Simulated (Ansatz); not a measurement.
KTe (space group P6_3/mmc)

```xyz
8
Lattice="5.6041 0.0000 0.0000 -2.8020 4.8533 0.0000 0.0000 0.0000 12.3829" Properties=species:S:1:pos:R:3 pbc="T T T"
K      0.0000     0.0000     0.0000
K      0.0000     0.0000     6.1915
K      0.0000     3.2355     3.0957
K      2.8020     1.6178     9.2872
Te     0.0000     3.2355     7.8804
Te     2.8020     1.6178     4.5025
Te     2.8020     1.6178     1.6890
Te     0.0000     3.2355    10.6940
```

This relaxed cell (volume V₀) is scaled evenly in all directions, its shape held. The atoms relax within the cell's symmetry.

These are r2SCAN (plane waves to 500 eV, PAW, scalar-relativistic; Ansatz, a quantum-chemistry and plane-wave program) values and carry that method's errors. k mesh 7×7×3 (Γ-centred), Fermi-Dirac smearing 0.05 eV. The energy includes the smearing's −TS. Stress and pressure are positive under compression. With the shape held, the modulus is that of even scaling; a crystal free to change shape is softer. KTe was relaxed with its symmetry unable to fall. Spin-orbit coupling is left out, though Te is heavy. The zero of ΔE is the relaxed starting cell.

| V (Å³/atom) | ΔE (meV/atom) |
|---|---|
| 39.573 | 7.3 |
| 40.078 | 4.6 |
| 40.583 | 2.5 |
| 41.088 | 1.1 |
| 41.593 | 0.3 |
| 42.099 | 0.0 |
| 42.604 | 0.3 |
| 43.109 | 1.0 |
| 43.614 | 2.2 |
| 44.119 | 3.8 |
| 44.625 | withheld |

Q: Fit a third-order Birch-Murnaghan form (E₀, V₀, B₀, B₀′ free) to the given rows and predict ΔE at V = 44.625.

A: Least squares on the 10 given rows: ΔE = E₀ + (9V₀B₀/16)·y²·[2 + (B₀′ − 4)y], y = (V₀/V)^(2/3) − 1, with V₀ = 42.098 Å³/atom, B₀ = 13.67 GPa (160.2 GPa = 1 eV/Å³; the term in eV is multiplied by 1000), B₀′ = 4.84, E₀ = 0.02 meV/atom; root-mean-square residual 0.02 meV/atom. At 44.625 the fit gives 5.8 meV/atom; the calculation gives 5.8 meV/atom, the same to the digits shown. For the pressure the fit gives -0.69 GPa against the computed -0.69 GPa.

(A scan under strain: stresses follow from slopes of the energy per volume, elastic moduli from its curvatures.)
